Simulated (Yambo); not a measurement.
G0W0@LDA for Cs2NaScF6 (space group Fm-3m, No. 225) in Yambo. Reference settings: 2×2×2 Γ-centred k mesh, bands 3 to 342 and a 8 Ry block in the screening, 342 bands in G with the Bruneval-Gonze terminator, plasmon pole fitted at 27.2 eV. The LDA gap Γ → Γ on this mesh is 6.79 eV; G0W0 gaps are taken between the same points.

With and without the terminator, as bands are cut:

```csv
bands in G (in W),"gap, terminator (eV)","gap, none (eV)","valence shift, terminator (eV)","valence shift, none (eV)"
85 (85),12.146,12.574,-2.023,-1.753
129 (129),11.911,12.245,-2.023,-1.737
191 (191),11.817,12.052,-2.091,-1.823
264 (264),11.820,11.984,-2.134,-1.902
342 (342),11.796,11.908,-2.154,-1.959
```

Over this range the gap spans 0.350 eV with the terminator and 0.666 eV without, the valence shift 0.131 eV and 0.222 eV. Neither column has reached its limit for certain.

Geometry of the Materials Project entry, not relaxed at this level; primitive cell a = b = c = 6.359 Å, α = β = γ = 60.00°.

The structure is a Materials Project entry; no match was found in the copy of COD used, and its stability was not checked.

A shift is the quasiparticle energy of the state minus its LDA energy.
